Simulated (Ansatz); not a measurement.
**Quadrupolar parameters in SiO2**

The cell is an entry of the Crystallography Open Database (COD) (the cell was measured well above room temperature), its atoms then relaxed with PBE in this cell.

Space group P4_12_12 (No. 92); a = 4.9877, c = 6.9697 Å.

```csv
site,Wyckoff,site symmetry,x,y,z
Si,4a,..2,0.3034,0.3034,0.0000
O,8b,1,0.2376,0.1129,0.1833
```

One atom of each set is listed.

Level of theory: DFT, PBE, plane waves and PAW, scalar-relativistic, 420 eV cutoff, Γ-centred 5×5×4 k-points, Fermi–Dirac smearing 0.02 eV (Ansatz 0.2.0).

Conventions: |V_zz| ≥ |V_yy| ≥ |V_xx|, η = (V_xx − V_yy)/V_zz, C_Q = eQV_zz/h.

O-17: I = 5/2, Q = -25.58 mb. Quadrupole moments are those of Pyykkö's year-2017 table.

(1) Give the quadrupolar parameters of the distinct sites.

Answers

(1) 

```csv
site,atoms,first shell,V_zz (10²¹ V/m²),η,C_Q (MHz)
Si,4,4 O at 1.63 Å,-0.37,0.76,–
O,8,"2 Si at 1.63 Å, angle 144°",9.52,0.18,-5.89
```

At O V_zz runs parallel to the line that joins its two neighbours (within 1°).

Si has no stable isotope with a ground-state quadrupole moment in the table, so no C_Q is given.

The relaxation (6 steps) took 53 s of wall time (53 s of CPU time) and 0.43 GiB at its peak, on 1 thread of Arm Neoverse V2 (aarch64; 8 cores open to the job, memory cap 2.5 GiB, no GPU), a shared host with a load of 0.7 a core.
